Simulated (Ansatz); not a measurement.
Notes on In$_{2}$Ni$_{3}$S$_{2}$

```xyz
7
Lattice="5.4630 0.0000 0.0000 2.6752 4.7632 0.0000 2.6752 1.5657 4.4985" Properties=species:S:1:pos:R:3 pbc="T T T"
In    5.4066    3.1644    2.2492
S     2.3249    1.3607    0.9672
S     8.4884    4.9682    3.5313
In    0.0000    0.0000    0.0000
Ni    2.6752    3.1644    2.2492
Ni    4.0691    0.7829    2.2492
Ni    4.0691    2.3816    0.0000
```

The numbers come from plane-wave PAW DFT (Ansatz): r2SCAN, collinear spin, 500 eV, 5×5×5 Γ-centred k points, fermi-dirac occupations (width 0.1 eV). Nothing was relaxed.

The state carries no moments; the state need not be the lowest.

Question: Give the Bader charges.

Answer: Bader charges in e: In +0.67, Ni +0.07, S -0.77. In the mean In gives up most and S takes most.

Question: Is there a gap?

Answer: It is a metal, with about 2.5 states/eV a cell as the mean within 0.25 eV of the Fermi level, mostly Ni d (61 %) and S p (18 %).

Question: Is the cell too large or too small?

Answer: The pressure is -6.5 GPa (compression positive), so with the atoms held at these fractions the cell would first shrink; the forces are large, so a full relaxation may end otherwise. The principal stresses -6.9, -6.9, -5.5 GPa differ, so its shape would change too.

Question: Is it stable against the elements?

Answer: -0.44 eV an atom against the elements' usual phases (free molecules for gases, crystals otherwise, with no correction for O₂ or N₂), so it is bound against them; other compounds may still compete. Relaxing would lower it.

Question: What do density and ELF say about some of the short contacts?

Answer: S–Ni at 2.24 Å: least valence density 0.58 e/Å³ and ELF 0.28 there. In–Ni at 2.73 Å: least valence density 0.26 e/Å³ and ELF 0.30 there. In–S at 2.86 Å: least valence density 0.21 e/Å³ and ELF 0.19 there. These are pseudo-fields; inside the PAW spheres they differ from the all-electron ones.

Origin: a known structure type with other elements, at an estimated volume, so it need not be a known compound. Caveats: the input typed no starting moments; atoms or cell far from equilibrium.
